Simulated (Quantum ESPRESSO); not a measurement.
```
CSi
1.0
    3.10645     0.00000     0.00000
   -1.55322     2.69026     0.00000
    0.00000     0.00000     9.86924
Si C
4 4
Direct
  0.66667   0.33333   0.93864
  0.33333   0.66667   0.43864
  0.00000   0.00000   0.68885
  0.00000   0.00000   0.18885
  0.66667   0.33333   0.74883
  0.33333   0.66667   0.24883
  0.00000   0.00000   0.49967
  0.00000   0.00000   0.99967
```
The cell was made here from a computed Materials Project entry: strained by -2 % along the unique axis and by +1 % across it, atoms relaxed (PBE without dispersion, pw.x of a modified build of Quantum ESPRESSO, symmetry kept). The parent is SiC in P6₃mc, a polytype of 4 double layers. Stability against distortions was not tested.

A lattice sum over point charges, one formal value an element (Si +4, C -4), with no Sternheimer factor, costs far less than a self-consistent run. Taken along the main axis of each site's self-consistent tensor, it gives:

```json
[
 {"site": "Si1 (atoms 1, 2)", "V along that axis, point charges (a.u.)": "0.003"},
 {"site": "C1 (atoms 5, 6)", "V along that axis, point charges (a.u.)": "-0.007"},
 {"site": "C2 (atoms 7, 8)", "V along that axis, point charges (a.u.)": "0.005"}
]
```

### Question
How do the values of a PBE PAW density (pw.x of Quantum ESPRESSO, JTH datasets) with the all-electron reconstruction of Petrilli and co-workers compare?

### Answer
```csv
site,"Vzz, PAW (a.u.)",PAW over point charges
Si1,-0.054,-17
C1,-0.021,3.1
C2,-0.041,-7.6
```
Along that axis the sign differs on Si1, C2.  Cores are frozen. Against all-electron runs on small test molecules, this scheme's |Vzz| missed by −6 % on Si, +9 % on C.
